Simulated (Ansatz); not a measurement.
AlNi:
```
AlNi
1.0
    2.86297     0.00000     0.00000
    0.00000     2.86297     0.00000
    0.00000     0.00000     2.86403
Al Ni
1 1
Direct
  0.00000   0.00000   0.00000
  0.50000   0.50000   0.50000
```

Relaxed with r²SCAN.

Task: Map the electron localisation function on the plane through (0.000, 0.000, 0.000) spanned by u = [1, 0, 0] and v = [0, 1, 1] in lattice vectors, from DFT-r²SCAN in the program Ansatz with PAW potentials.

Result: x is the fraction of u, y of v (the angle between them is 90°; rows are the nearest grid lines); atoms in the plane: Al at (0.00, 0.00), Ni at (0.50, 0.50).
```
|    :+*###*+:    |
|.   -+*###*+-   .|
|   .=*#***#*=.   |
| .:=****+****=:. |
|=+****+===+****+=|
|****+=-:::-=+****|
|***=-:::::::-=***|
|*+=-::--=--::-=+*|
|+=-::-=+*+=-::-=+|
|==:::=+#%#+=:::==|
|=-::-=*%@%*=-::-=|
|==:::=+#%#+=:::==|
|+=-::-=+*+=-::-=+|
|*+=-::--=--::-=+*|
|***=-:::::::-=***|
|****+=-:::-=+****|
|=+****+===+****+=|
| .:=****+****=:. |
|   .=*#***#*=.   |
|.   -+*###*+-   .|
|    :+*###*+:    |
```
Scale: ten equal steps from 0.011 (start of ' ') to 0.724 (end of '@'), in the order ' .:-=+*#%@'; x runs from 0.000 to 1.00, y from 0.000 (bottom) to 1.00 (top).

The density is the valence pseudo-density with augmentation charge, so density and ELF within about 1 Å of a nucleus are not all-electron values.

Space group Pm-3m (CsCl type). The r²SCAN relaxation kept the symmetry of its start; of distortions, only those at the zone centre were tested. No spin polarisation was allowed.

Potentials: the later of the program's two PAW sets.
